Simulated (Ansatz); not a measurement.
KCl:
```cif
data_ClK
_chemical_formula_sum 'K1 Cl1'
_space_group_name_H-M_alt 'P 1'
_space_group_IT_number 1
_cell_length_a 4.41467
_cell_length_b 4.41467
_cell_length_c 4.41467
_cell_angle_alpha 60.000
_cell_angle_beta 60.000
_cell_angle_gamma 60.000
loop_
_space_group_symop_operation_xyz
  'x, y, z'
loop_
_atom_site_label
_atom_site_type_symbol
_atom_site_fract_x
_atom_site_fract_y
_atom_site_fract_z
_atom_site_occupancy
K1 K 0.00000 0.00000 0.00000 1
Cl1 Cl 0.50000 0.50000 0.50000 1
```

Relaxed with PBEsol.

Problem. Decompose the optical modes at the zone centre into irreducible representations, and say which are infrared and Raman allowed.

Solution. Point group m-3m: Γ_opt = T1u. Infrared: T1u. Raman: none.

Problem. Assign frequencies (DFPT, PBEsol (plane waves, PAW; program Ansatz); without the LO–TO term).

Solution. T1u 138 cm⁻¹.

Space group Fm-3m (rock salt). The cell was relaxed with PBEsol under the symmetry of its start; of distortions, only those at the zone centre were tested.

Potentials: the later of the program's two PAW sets.
